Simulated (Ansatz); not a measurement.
YAlSi:
```yaml
crystal:
  lattice:
    - [1.99463, -5.16755, 0.00000]
    - [1.99463, 5.16755, 0.00000]
    - [0.00000, 0.00000, 5.70407]
  atoms:
    - { symbol: Y, position: [0.30542, 0.69458, 0.75000] }
    - { symbol: Y, position: [0.69458, 0.30542, 0.25000] }
    - { symbol: Al, position: [0.00000, 0.00000, 0.00000] }
    - { symbol: Al, position: [0.00000, 0.00000, 0.50000] }
    - { symbol: Si, position: [0.40124, 0.59876, 0.25000] }
    - { symbol: Si, position: [0.59876, 0.40124, 0.75000] }
```

Relaxed with r²SCAN. Special points in fractions of this cell's reciprocal vectors: Γ (0.000, 0.000, 0.000); Y (-0.500, 0.500, 0.000); C0 (-0.287, 0.713, 0.000); Σ0 (0.287, 0.287, 0.000); Z (0.000, 0.000, 0.500); A0 (0.287, 0.287, 0.500); E0 (-0.287, 0.713, 0.500); T (-0.500, 0.500, 0.500); S (0.000, 0.500, 0.000); R (0.000, 0.500, 0.500).

**Question.** List the band energies nearest the Fermi level at these points for r²SCAN in the plane-wave PAW code Ansatz.

**Answer.** In eV from the Fermi level; about four levels below and three above (degenerate sets whole), none deeper than 8.9 eV; points with the same levels are listed once.

```
k                     below                above
--  -----------------------  -------------------
Γ   -1.96 -1.93 -1.23 -0.79       0.98 1.35 1.96
Y   -2.28 -1.82 -1.30 -0.42       0.53 0.93 1.74
C0  -2.86 -2.81 -1.36 -1.20       0.42 0.48 2.64
Z   -2.25 -2.25 -1.03 -1.03  1.20 1.20 1.71 1.71
A0  -1.71 -1.71 -1.10 -1.10  0.68 0.68 2.21 2.21
T   -1.68 -1.68 -0.46 -0.46  1.26 1.26 1.31 1.31
S   -2.22 -1.88 -1.06 -0.26       0.91 2.69 3.56
R   -2.20 -2.20 -1.11 -1.11  1.11 1.11 2.20 2.20
```

Space group Cmcm. The workflow started from a Materials Project entry (that database holds measured and hypothetical structures alike); the Crystallography Open Database files this formula in space group No. 63, but the cells were not matched. Its standing as an ambient phase is unchecked. The cell was relaxed with r²SCAN under the symmetry of its start; whether a distortion lowers the energy is not shown. The run is not spin-polarised. Spin–orbit coupling is left out wherever it is not named.

Potentials: the later of the program's two PAW sets.
